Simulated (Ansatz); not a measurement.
Kick test of a cell of Mg2Si3N3

It was reached by relaxing an invented guess, and it needn't be the stable form of this composition.

Computed with DFT PBE, scalar-relativistic, plane waves, PAW in Ansatz. Cutoff 420 eV; k points 8×8×6 on the computed 8-atom cell (Γ-centred); Gaussian smearing, width 0.10 eV; no spin polarisation.

The cell below (8 atoms, space group Cmm2 (No. 35)) is relaxed within its symmetry.

```yaml
crystal:
  lattice:
    - [2.96090, -3.40049, 0.00000]
    - [2.96090, 3.40049, 0.00000]
    - [0.00000, 0.00000, 5.57672]
  atoms:
    - { symbol: Mg, position: [0.75136, 0.75136, 0.68085] }
    - { symbol: Mg, position: [0.24864, 0.24864, 0.68085] }
    - { symbol: Si, position: [0.72291, 0.27709, 0.27843] }
    - { symbol: Si, position: [0.00000, 0.00000, 0.04381] }
    - { symbol: Si, position: [0.27709, 0.72291, 0.27843] }
    - { symbol: N, position: [0.50000, 0.50000, 0.10996] }
    - { symbol: N, position: [0.00000, 0.50000, 0.46384] }
    - { symbol: N, position: [0.50000, 0.00000, 0.46384] }
```

For the test it was strained at random (σ = 1.5 % a component), the atoms were moved at random (σ = 0.10 Å), and all was relaxed again on a coarse 6×6×4 mesh (in the run’s order of axes) with 0.20 eV smearing, with no symmetry imposed.

An odd number of electrons in the primitive cell allows no gap without spin; a larger cell or a magnetic state could open one.

Question: Is the structure stable against such a distortion?

Answer: It doesn't return. The energy falls by 92 meV/atom on that mesh, the volume changes by -0.2 %, and the end has space group Cm (No. 8) at a loose tolerance. Relaxed again on an 8×8×6 mesh with 0.10 eV smearing, the new structure lies 92 meV/atom below the first (mesh in the axes of the run's cell; the cell below is made exact in the group named). Space group Cm (No. 8), monoclinic, a = 5.829 Å, b = 6.702 Å, c = 5.950 Å, β = 105.3°. Mg on its first site is surrounded by 2 N at 2.09 Å and 1 Si at 2.53 Å; Mg on its second site has 3 N at 2.20–2.31 Å and 1 Si at 2.74 Å; Si on a site of symmetry 1 is surrounded by 3 N at 1.77–1.80 Å and 1 Si at 2.37 Å; around N on a site of symmetry m lie 2 Si at 1.80 Å, 1 Si at 1.92 Å and 1 Mg at 2.31 Å; 2 more sites not described.

```cif
data_structure
_symmetry_space_group_name_H-M 'Cm'
_symmetry_Int_Tables_number 8
_cell_length_a 5.8288
_cell_length_b 6.7021
_cell_length_c 5.9499
_cell_angle_alpha 90.000
_cell_angle_beta 105.336
_cell_angle_gamma 90.000
_cell_volume 224.16
loop_
_atom_site_label
_atom_site_type_symbol
_atom_site_symmetry_multiplicity
_atom_site_Wyckoff_symbol
_atom_site_fract_x
_atom_site_fract_y
_atom_site_fract_z
_atom_site_occupancy
Mg1 Mg 2 a 0.15972 0.00000 0.37087 1
Mg2 Mg 2 a 0.64901 0.00000 0.26741 1
Si1 Si 4 b 0.51999 0.76849 0.72100 1
Si2 Si 2 a 0.20566 0.00000 0.95993 1
N1 N 2 a 0.49720 0.00000 0.86737 1
N2 N 4 b 0.72363 0.22622 0.54619 1
```
